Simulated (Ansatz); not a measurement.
The computed numbers are results of r²SCAN, scalar-relativistic (collinear spin) in the plane-wave PAW code Ansatz at 500 eV, Γ-centred 10×10×10 mesh, 0.05 eV Gaussian smearing. The datasets are Ansatz's generated set soft_2.

The calculation on NbX, where X is one element, gave:

* Space group: F-43m (No. 216)
* Conventional cell: a = 6.365 Å, b = 6.365 Å, c = 6.365 Å, α = 90.00°, β = 90.00°, γ = 90.00°
* Volume: 32.23 Å³/atom
* Band gap: zero (metallic)
* Density of states at the Fermi level: 0.48 states/(eV·atom)
* Magnetic state: ferromagnetic
* Site spin moments: Nb 1.61; X -0.06 μB
* Spin moment of the cell: 2.30 μB
* Bader charges: Nb 1.00; X -1.00 e
* Formation energy from the elements (0 K, uncorrected): 0.30 eV/atom (unstable against the elements)
* Bulk modulus (Birch–Murnaghan): 62 GPa

Sites: Nb on 4a, X on 4d.

Q: Which element is X?
A. I
B. Sn
C. Te
D. Sb

A: C. X is Te, so the compound is NbTe.

This is a trial structure made by placing the elements on a prototype's sites, so it needn't be the stable form.

Spin–orbit coupling, which matters for such heavy elements, is left out. The run wasn't fully tested for a lower electronic state. Site moments are of spin, integrated over atomic spheres. The moments were started parallel, and the real magnetic order may be another.
